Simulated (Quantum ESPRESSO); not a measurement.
## GaTiHfZrFO7 (one run as intended and one with a planted mistake)

A calculation, not a measurement. The program is pw.x of Quantum ESPRESSO 7.5 (plane-wave density functional theory). The cell is made up: 12 atoms on a fluorite lattice, with randomly drawn elements, strain and displacements, not relaxed. PseudoDojo standard norm-conserving files (v0.5 for PBE, v0.4.1 for LDA and PBEsol) set the functional; there is no spin polarisation, spin-orbit coupling or dispersion term, and the masses in the input are unused placeholders.

The hafnium pseudopotential is less sure than the others, with forces about 3 percent (worst 6) and pressure in oxides about 1.5 GPa (worst 2.7) from a second method in checks, which no rerun with the same files tests.

Intended input:

```
&control calculation='scf', pseudo_dir='./dojo.nc.sr.pbe.v0_5.standard.upf', outdir='./o', disk_io='low', tprnfor=.true., tstress=.true. /
&system ibrav=0, nat=12, ntyp=6, nbnd=55, ecutwfc=84.00895049, nosym=.true., tot_charge=0,
 occupations='smearing', smearing='fd', degauss=0.0018374661
/
&electrons conv_thr=7.350e-09, electron_maxstep=60, /
ATOMIC_SPECIES
F 1.0 F.upf
Ga 1.0 Ga.upf
Hf 1.0 Hf.upf
O 1.0 O.upf
Ti 1.0 Ti.upf
Zr 1.0 Zr.upf
CELL_PARAMETERS angstrom
4.9063 0.0 0.0
0.0 4.9063 0.0
0.0 0.0 4.9063
ATOMIC_POSITIONS angstrom
Ga 0.068 -0.1086 -0.0741
Ti 0.0406 2.5876 2.3931
Hf 2.539 0.1657 2.6055
Zr 2.2894 2.4383 0.0116
F 1.2698 1.1906 1.34
O 1.4056 1.2526 3.713
O 1.1517 3.5777 1.3937
O 1.245 3.692 3.8298
O 3.8103 1.213 1.2042
O 3.7878 1.309 3.7383
O 3.6589 3.547 1.0653
O 3.6082 3.6158 3.719
K_POINTS automatic
5 5 5 1 1 1
```

The log is shortened where brackets say so; the opening notice, blank lines, dates and the lines on written files are dropped, and the path of the files is cut. It prints rydbergs, bohrs and kilobars, and counts compression as positive stress. Where no state is partly filled, the Fermi energy that it prints is only some level between the filled and the empty states on the mesh, and need not lie in the true gap.

Log of the intended run:

```
     Program PWSCF v.7.5
     Parallel version (MPI & OpenMP), running on       4 processor cores
     Number of MPI processes:                 4
     Threads/MPI process:                     1
     [start-up lines left out]
     bravais-lattice index     =            0
     lattice parameter (alat)  =       9.2716  a.u.
     unit-cell volume          =     797.0011 (a.u.)^3
     number of atoms/cell      =           12
     number of atomic types    =            6
     number of electrons       =        98.00
     number of Kohn-Sham states=           55
     kinetic-energy cutoff     =      84.0090  Ry
     charge density cutoff     =     336.0358  Ry
     scf convergence threshold =      7.3E-09
     mixing beta               =       0.7000
     number of iterations used =            8  plain     mixing
     Exchange-correlation= PBE
                           (   1   4   3   4   0   0   0)
     [axes and pseudopotential details left out]
   Cartesian axes
     site n.     atom                  positions (alat units)
         1        Ga     tau(   1) = (   0.0138597  -0.0221348  -0.0151030  )
         2        Ti     tau(   2) = (   0.0082751   0.5274035   0.4877606  )
         3        Hf     tau(   3) = (   0.5174979   0.0337729   0.5310519  )
         4        Zr     tau(   4) = (   0.4666245   0.4969733   0.0023643  )
         5        F      tau(   5) = (   0.2588101   0.2426676   0.2731182  )
         6        O      tau(   6) = (   0.2864888   0.2553044   0.7567821  )
         7        O      tau(   7) = (   0.2347390   0.7292053   0.2840633  )
         8        O      tau(   8) = (   0.2537554   0.7525019   0.7805882  )
         9        O      tau(   9) = (   0.7766137   0.2472331   0.2454395  )
        10        O      tau(  10) = (   0.7720278   0.2667998   0.7619387  )
        11        O      tau(  11) = (   0.7457555   0.7229480   0.2171290  )
        12        O      tau(  12) = (   0.7354218   0.7369708   0.7580050  )
     number of k points=    63  Fermi-Dirac smearing, width (Ry)=  0.0018
                       cart. coord. in units 2pi/alat
        k(    1) = (   0.1000000   0.1000000   0.1000000), wk =   0.0320000
        k(    2) = (   0.1000000   0.1000000   0.3000000), wk =   0.0320000
     [further k points left out]
     Dense  grid:    82951 G-vectors     FFT dimensions: (  60,  60,  60)
     Estimated max dynamical RAM per process >     296.56 MB
     Estimated total dynamical RAM >       1.10 GB
     Initial potential from superposition of free atoms
     starting charge      97.9915, renormalised to      98.0000
     Starting wfcs are   71 randomized atomic wfcs
     total cpu time spent up to now is        9.8 secs
     per-process dynamical memory:   232.7 Mb
     Self-consistent Calculation
     iteration #  1     ecut=    84.01 Ry     beta= 0.70
     Davidson diagonalization with overlap
     ethr =  1.00E-02,  avg # of iterations =  2.0
     total cpu time spent up to now is       26.3 secs
     total energy              =    -765.21911355 Ry
     estimated scf accuracy    <       4.54273888 Ry
     iteration #  2     ecut=    84.01 Ry     beta= 0.70
     Davidson diagonalization with overlap
     ethr =  4.64E-03,  avg # of iterations =  6.1
     total cpu time spent up to now is       52.1 secs
     total energy              =    -760.14845024 Ry
     estimated scf accuracy    <      49.44804668 Ry
     [iterations 3 to 15 left out]
     iteration # 16     ecut=    84.01 Ry     beta= 0.70
     Davidson diagonalization with overlap
     ethr =  5.17E-11,  avg # of iterations =  4.2
     total cpu time spent up to now is      327.3 secs
     total energy              =    -767.51324785 Ry
     estimated scf accuracy    <       0.00000004 Ry
     iteration # 17     ecut=    84.01 Ry     beta= 0.70
     Davidson diagonalization with overlap
     ethr =  3.66E-11,  avg # of iterations =  2.1
     total cpu time spent up to now is      343.2 secs
     End of self-consistent calculation
     [lines on levels left out]
     the Fermi energy is    13.2159 ev
!    total energy              =    -767.51324785 Ry
     estimated scf accuracy    <          1.5E-09 Ry
     smearing contrib. (-TS)   =      -0.00000000 Ry
     internal energy E=F+TS    =    -767.51324785 Ry
     The total energy is F=E-TS. E is the sum of the following terms:
     one-electron contribution =    -156.73388507 Ry
     hartree contribution      =     149.11759775 Ry
     xc contribution           =    -178.68074860 Ry
     ewald contribution        =    -581.21621193 Ry
     convergence has been achieved in  17 iterations
     Forces acting on atoms (cartesian axes, Ry/au):
     atom    1 type  2   force =    -0.13140831    0.00011707    0.00431156
     atom    2 type  5   force =    -0.19200260    0.00749890    0.04206385
     atom    3 type  3   force =     0.16909613   -0.13434473   -0.01540176
     atom    4 type  6   force =     0.21315720    0.05727570    0.04025104
     atom    5 type  1   force =    -0.02910521   -0.02566997   -0.01545952
     atom    6 type  4   force =    -0.14273617   -0.04129498   -0.03555621
     atom    7 type  4   force =     0.03230460    0.04798460    0.00509301
     atom    8 type  4   force =    -0.08645823    0.06657492   -0.04793956
     atom    9 type  4   force =     0.00996349   -0.04207555    0.05628408
     atom   10 type  4   force =     0.04743492   -0.05155615   -0.02094555
     atom   11 type  4   force =     0.05932356    0.06830760    0.10735159
     atom   12 type  4   force =     0.05043061    0.04718260   -0.12005252
     Total force =     0.495111     Total SCF correction =     0.000103
     Computing stress (Cartesian axis) and pressure
          total   stress  (Ry/bohr**3)                   (kbar)     P=      247.25
   0.00142705  -0.00000037   0.00020685          209.93       -0.05       30.43
  -0.00000037   0.00179026   0.00007242           -0.05      263.36       10.65
   0.00020685   0.00007242   0.00182506           30.43       10.65      268.48
     init_run     :      9.26s CPU      9.58s WALL (       1 calls)
     electrons    :    331.38s CPU    333.45s WALL (       1 calls)
     forces       :      2.72s CPU      2.75s WALL (       1 calls)
     stress       :     10.25s CPU     10.26s WALL (       1 calls)
     [timing details left out]
     PWSCF        :   5m53.89s CPU   5m56.39s WALL
     JOB DONE.
```

A second run has one planted mistake: two atoms have their elements exchanged. The input lines that differ, file-writing options aside:

```
- F 1.2698 1.1906 1.34
+ O 1.2698 1.1906 1.34
- O 3.6082 3.6158 3.719
+ F 3.6082 3.6158 3.719
```

Its log:

```
     Program PWSCF v.7.5
     Parallel version (MPI & OpenMP), running on       4 processor cores
     Number of MPI processes:                 4
     Threads/MPI process:                     1
     [start-up lines left out]
     bravais-lattice index     =            0
     lattice parameter (alat)  =       9.2716  a.u.
     unit-cell volume          =     797.0011 (a.u.)^3
     number of atoms/cell      =           12
     number of atomic types    =            6
     number of electrons       =        98.00
     number of Kohn-Sham states=           55
     kinetic-energy cutoff     =      84.0090  Ry
     charge density cutoff     =     336.0358  Ry
     scf convergence threshold =      7.3E-09
     mixing beta               =       0.7000
     number of iterations used =            8  plain     mixing
     Exchange-correlation= PBE
                           (   1   4   3   4   0   0   0)
     [axes and pseudopotential details left out]
   Cartesian axes
     site n.     atom                  positions (alat units)
         1        Ga     tau(   1) = (   0.0138597  -0.0221348  -0.0151030  )
         2        Ti     tau(   2) = (   0.0082751   0.5274035   0.4877606  )
         3        Hf     tau(   3) = (   0.5174979   0.0337729   0.5310519  )
         4        Zr     tau(   4) = (   0.4666245   0.4969733   0.0023643  )
         5        O      tau(   5) = (   0.2588101   0.2426676   0.2731182  )
         6        O      tau(   6) = (   0.2864888   0.2553044   0.7567821  )
         7        O      tau(   7) = (   0.2347390   0.7292053   0.2840633  )
         8        O      tau(   8) = (   0.2537554   0.7525019   0.7805882  )
         9        O      tau(   9) = (   0.7766137   0.2472331   0.2454395  )
        10        O      tau(  10) = (   0.7720278   0.2667998   0.7619387  )
        11        O      tau(  11) = (   0.7457555   0.7229480   0.2171290  )
        12        F      tau(  12) = (   0.7354218   0.7369708   0.7580050  )
     number of k points=    63  Fermi-Dirac smearing, width (Ry)=  0.0018
                       cart. coord. in units 2pi/alat
        k(    1) = (   0.1000000   0.1000000   0.1000000), wk =   0.0320000
        k(    2) = (   0.1000000   0.1000000   0.3000000), wk =   0.0320000
     [further k points left out]
     Dense  grid:    82951 G-vectors     FFT dimensions: (  60,  60,  60)
     Estimated max dynamical RAM per process >     296.56 MB
     Estimated total dynamical RAM >       1.10 GB
     Initial potential from superposition of free atoms
     starting charge      97.9915, renormalised to      98.0000
     Starting wfcs are   71 randomized atomic wfcs
     total cpu time spent up to now is        9.3 secs
     per-process dynamical memory:   232.7 Mb
     Self-consistent Calculation
     iteration #  1     ecut=    84.01 Ry     beta= 0.70
     Davidson diagonalization with overlap
     ethr =  1.00E-02,  avg # of iterations =  2.0
     total cpu time spent up to now is       25.5 secs
     total energy              =    -765.24535931 Ry
     estimated scf accuracy    <       4.52550524 Ry
     iteration #  2     ecut=    84.01 Ry     beta= 0.70
     Davidson diagonalization with overlap
     ethr =  4.62E-03,  avg # of iterations =  6.0
     total cpu time spent up to now is       51.0 secs
     total energy              =    -760.25876230 Ry
     estimated scf accuracy    <      48.34578137 Ry
     [iterations 3 to 14 left out]
     iteration # 15     ecut=    84.01 Ry     beta= 0.70
     Davidson diagonalization with overlap
     ethr =  7.47E-11,  avg # of iterations =  4.4
     total cpu time spent up to now is      332.1 secs
     total energy              =    -767.52671093 Ry
     estimated scf accuracy    <       0.00000004 Ry
     iteration # 16     ecut=    84.01 Ry     beta= 0.70
     Davidson diagonalization with overlap
     ethr =  3.64E-11,  avg # of iterations =  3.1
     total cpu time spent up to now is      350.6 secs
     End of self-consistent calculation
     [lines on levels left out]
     the Fermi energy is    13.1929 ev
!    total energy              =    -767.52671093 Ry
     estimated scf accuracy    <          5.7E-09 Ry
     smearing contrib. (-TS)   =      -0.00000000 Ry
     internal energy E=F+TS    =    -767.52671093 Ry
     The total energy is F=E-TS. E is the sum of the following terms:
     one-electron contribution =    -156.98862637 Ry
     hartree contribution      =     149.23144848 Ry
     xc contribution           =    -178.68475284 Ry
     ewald contribution        =    -581.08478020 Ry
     convergence has been achieved in  16 iterations
     Forces acting on atoms (cartesian axes, Ry/au):
     atom    1 type  2   force =    -0.03256429    0.09399894    0.10457794
     atom    2 type  5   force =    -0.02198231   -0.12614055   -0.10607019
     atom    3 type  3   force =     0.02651633    0.01050104   -0.14666386
     atom    4 type  6   force =     0.09293151   -0.08291245    0.17494079
     atom    5 type  4   force =    -0.01364148   -0.00801844   -0.00945308
     atom    6 type  4   force =    -0.12399077   -0.03624408   -0.03212785
     atom    7 type  4   force =     0.01878403    0.04650511    0.02075175
     atom    8 type  4   force =    -0.09702102    0.07229293   -0.05411616
     atom    9 type  4   force =    -0.00380687   -0.03563629    0.05909353
     atom   10 type  4   force =     0.04938279   -0.04671042   -0.01811852
     atom   11 type  4   force =     0.05916463    0.08076377    0.09223408
     atom   12 type  1   force =     0.04622744    0.03160043   -0.08504845
     Total force =     0.440585     Total SCF correction =     0.000227
     Computing stress (Cartesian axis) and pressure
          total   stress  (Ry/bohr**3)                   (kbar)     P=      243.79
   0.00155984   0.00001192   0.00020850          229.46        1.75       30.67
   0.00001192   0.00170383   0.00008120            1.75      250.64       11.94
   0.00020850   0.00008120   0.00170809           30.67       11.94      251.27
     init_run     :      8.78s CPU      9.08s WALL (       1 calls)
     electrons    :    339.32s CPU    341.33s WALL (       1 calls)
     forces       :      2.92s CPU      3.00s WALL (       1 calls)
     stress       :     10.44s CPU     10.53s WALL (       1 calls)
     [timing details left out]
     PWSCF        :   6m 1.75s CPU   6m 4.32s WALL
     JOB DONE.
```

```
                                            intended run  run with the mistake
                          free energy (eV)    -10442.550            -10442.733
                    smearing term -TS (eV)        0.0000                0.0000
                            pressure (GPa)         24.73                 24.38
            largest force component (eV/Å)         5.480                 4.498
largest change of a force component (eV/Å)                               4.371
                                iterations            17                    16
```

For scale, a rerun of the intended cell at 1467 eV and a 7 x 7 x 7 mesh moved values by no more than 0.004 eV in energy, 0.04 GPa in stress and 0.002 eV/Å in force.